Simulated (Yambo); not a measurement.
## MoS₂ monolayer: sweep of GW parameters

G0W0@PBEsol for a free-standing MoS2 monolayer (symmetry P-6m2, slab cell 16.1 Å high) in Yambo. Reference settings: 6×6×1 Γ-centred k mesh, bands 2 to 131 and a 8 Ry block in the screening, 131 bands in G with the Bruneval-Gonze terminator, plasmon pole fitted at 27.2 eV, slab-truncated Coulomb interaction, stochastic integration of W near q = 0. The PBEsol gap K → K on this mesh is 1.81 eV; G0W0 gaps are taken between the same points.

```json
[
 {"change from the reference": "reference settings", "G0W0 gap K → K (eV)": "2.62", "shift of the valence edge (eV)": "-0.13", "rough Yambo cost": "1"},
 {"change from the reference": "48 bands in W, 48 bands in G", "G0W0 gap K → K (eV)": "2.64", "shift of the valence edge (eV)": "0.12", "rough Yambo cost": "about 1/3"},
 {"change from the reference": "83 bands in W, 83 bands in G", "G0W0 gap K → K (eV)": "2.63", "shift of the valence edge (eV)": "-0.04", "rough Yambo cost": "within a factor of two"},
 {"change from the reference": "83 bands in G", "G0W0 gap K → K (eV)": "2.63", "shift of the valence edge (eV)": "-0.12", "rough Yambo cost": "–"},
 {"change from the reference": "no stochastic integration of W", "G0W0 gap K → K (eV)": "4.09", "shift of the valence edge (eV)": "-0.87", "rough Yambo cost": "–"},
 {"change from the reference": "7 Ry block", "G0W0 gap K → K (eV)": "2.60", "shift of the valence edge (eV)": "-0.11", "rough Yambo cost": "within a factor of two"},
 {"change from the reference": "48 bands in G, no terminator", "G0W0 gap K → K (eV)": "2.74", "shift of the valence edge (eV)": "0.58", "rough Yambo cost": "–"},
 {"change from the reference": "no terminator", "G0W0 gap K → K (eV)": "2.67", "shift of the valence edge (eV)": "0.11", "rough Yambo cost": "–"}
]
```

The reference isn't shown to be the converged limit. Costs are rough (shared machines), scaled to the same edge states, and given only for runs that recompute the screening. Without the stochastic integration, the mesh misses the sharp change of W near q = 0 in a layer: the 1.47 eV of that row are a sampling artefact.

Spin-orbit splittings are left out.

Geometry relaxed with PBEsol; primitive cell a = b = 3.1410 Å, c = 16.1000 Å, α = β = 90.00°, γ = 120.00°.

A shift is the quasiparticle energy of the state minus its PBEsol energy.
